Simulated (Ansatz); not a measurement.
SrTiO3:
```yaml
crystal:
  lattice:
    - [3.89143, 0.00000, 0.00000]
    - [0.00000, 3.89143, 0.00000]
    - [0.00000, 0.00000, 3.89143]
  atoms:
    - { symbol: Sr, position: [0.00000, 0.00000, 0.00000] }
    - { symbol: Ti, position: [0.50000, 0.50000, 0.50000] }
    - { symbol: O, position: [0.50000, 0.00000, 0.50000] }
    - { symbol: O, position: [0.00000, 0.50000, 0.50000] }
    - { symbol: O, position: [0.50000, 0.50000, 0.00000] }
```

Relaxed with PBEsol. Special points in fractions of this cell's reciprocal vectors: Γ (0.000, 0.000, 0.000); X (0.000, 0.500, 0.000); M (0.500, 0.500, 0.000); R (0.500, 0.500, 0.500).

Q: List the band energies nearest the valence-band maximum at these points for PBEsol (plane waves, PAW; program Ansatz).

A: In eV from the valence-band maximum; about four levels below and three above (degenerate sets whole), none deeper than 8.9 eV; points with the same levels are listed once.

```csv
k,below,above
Γ,-1.20 -1.20 -1.20 -0.33 -0.33 -0.33,1.86 1.86 1.86
X,-2.41 -2.41 -2.05 -0.72 -0.72,2.03 3.86 3.86
M,-1.72 -1.59 -1.59 -0.09,3.87 3.87 4.33
R,-3.80 -3.80 -3.80 0.00 0.00 0.00,4.56 4.56 4.56
```

Space group Pm-3m (cubic perovskite). The cell was relaxed with PBEsol under the symmetry of its start. At this level the phase is dynamically unstable (imaginary phonons). No spin polarisation was allowed. Spin–orbit coupling is left out wherever it is not named.

Potentials: the earlier of the program's two PAW sets.
